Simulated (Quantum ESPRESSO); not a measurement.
Kohn-Sham bands of SiO$_{2}$ (P2₁)

```xyz
12
Lattice="4.9308 0.0000 0.0000 0.0000 8.1797 0.0000 -2.3781 0.0000 4.4040" Properties=species:S:1:pos:R:3 pbc="T T T"
Si    -2.8948    -0.5089     1.5392
Si     2.8948     3.5809    -1.5392
Si    -1.9819    -3.5691     1.3486
Si     1.9819     0.5207    -1.3486
O      3.1991    -0.4395    -1.8047
O     -3.1991     3.6504     1.8047
O     -2.4578    -2.0393     1.3628
O      2.4578     2.0506    -1.3628
O      1.6459    -3.7183    -2.0518
O     -1.6459     0.3715     2.0518
O     -1.5175    -3.9975    -0.1346
O      1.5175     0.0923     0.1346
```

Structure: Materials Project mp-972808, symmetrised, not relaxed again. Not found in the COD (Crystallography Open Database) copy used, which has the formula in other groups; not checked further. Level: PBEsol, no spin polarisation, no spin-orbit coupling; pw.x of Quantum ESPRESSO at 68 Ry with PseudoDojo potentials, 4×4×4 k-points, Wannier90. Density: 8×4×8 mesh, cold smearing 0.01 Ry.

Energies are relative to the valence-band maximum; weights are on the orthonormalised atomic waves of the pseudopotential files, averaged over the group. 64 electrons a cell are treated as valence.

```
bands  from (eV)  to (eV)  filling  weight on atomic waves
-----  ---------  -------  -------  ----------------------
1–8       -19.27   -17.11   filled                       …
9–16       -9.59    -4.96   filled                       …
17–32      -3.12     0.00   filled                       …
```

Which atomic shells make up each group?


- 1–8, weight on atomic waves: O 2s 74 %, Si 3p 16 %, Si 3s 8 %
- 9–16, weight on atomic waves: O 2p 76 %, Si 3p 14 %, Si 3s 7 %
- 17–32, weight on atomic waves: O 2p 92 %, Si 3p 4 %

The Kohn-Sham gap over both meshes and the path is 5.74 eV.
